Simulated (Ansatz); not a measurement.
Ni (fcc (Cu type), space group No. 225), a = b = c = 3.4571 Å, α = β = γ = 90.00°; the cell used has 1 atom.

Relaxed with PBEsol.

Which orbitals make up the states near the Fermi level in PBEsol in the plane-wave PAW code Ansatz?

Within 0.5 eV of the Fermi level: Ni 3d 97 %. Projections are on Löwdin-orthogonalised atomic valence shells; empty p or d shells of many metals are not among them.

Tabulate the density of states.

States/eV per cell of 1 atom, in 0.25 eV bins, energy from the Fermi level.

```tsv
E (eV)	total	Ni 3d	Ni 4s
-7.85	0.09	0.00	0.08
-7.60	0.10	0.00	0.09
-7.35	0.11	0.00	0.10
-7.10	0.12	0.01	0.11
-6.85	0.13	0.01	0.12
-6.60	0.14	0.01	0.12
-6.35	0.16	0.02	0.13
-6.10	0.17	0.03	0.14
-5.85	0.20	0.04	0.15
-5.60	0.23	0.05	0.17
-5.35	0.27	0.08	0.18
-5.10	0.34	0.14	0.20
-4.85	0.53	0.29	0.23
-4.60	0.89	0.62	0.25
-4.35	0.99	0.75	0.22
-4.10	1.07	0.86	0.18
-3.85	1.49	1.33	0.13
-3.60	1.81	1.69	0.08
-3.35	1.52	1.44	0.02
-3.10	1.55	1.46	0.02
-2.85	1.56	1.46	0.03
-2.60	2.08	1.92	0.07
-2.35	2.23	2.05	0.08
-2.10	2.58	2.39	0.09
-1.85	2.97	2.83	0.07
-1.60	2.13	2.01	0.06
-1.35	1.73	1.64	0.04
-1.10	2.29	2.21	0.04
-0.85	2.49	2.42	0.04
-0.60	2.15	2.10	0.03
-0.35	2.35	2.30	0.03
-0.10	3.84	3.79	0.04
0.15	1.58	1.51	0.05
0.40	0.38	0.29	0.07
0.65	0.35	0.24	0.08
0.90	0.33	0.21	0.09
1.15	0.32	0.18	0.10
1.40	0.30	0.15	0.10
1.65	0.29	0.13	0.10
1.90	0.28	0.11	0.10
2.15	0.28	0.10	0.10
2.40	0.27	0.09	0.10
2.65	0.27	0.08	0.09
2.90	0.26	0.07	0.09
3.15	0.25	0.06	0.08
3.40	0.24	0.05	0.08
3.65	0.23	0.05	0.07
3.90	0.21	0.04	0.07
4.15	0.20	0.04	0.06
4.40	0.19	0.03	0.05
4.65	0.18	0.03	0.05
```

Space group Fm-3m (fcc (Cu type)). The PBEsol relaxation kept the symmetry of its start. The workflow began spin-polarised and lost its moments. Textbook magnetic order: ferromagnetic.

Potentials: the earlier of the program's two PAW sets. The files were generated under PBE; for other functionals the program regenerates the frozen cores, and for LDA and PBEsol the local potential too.
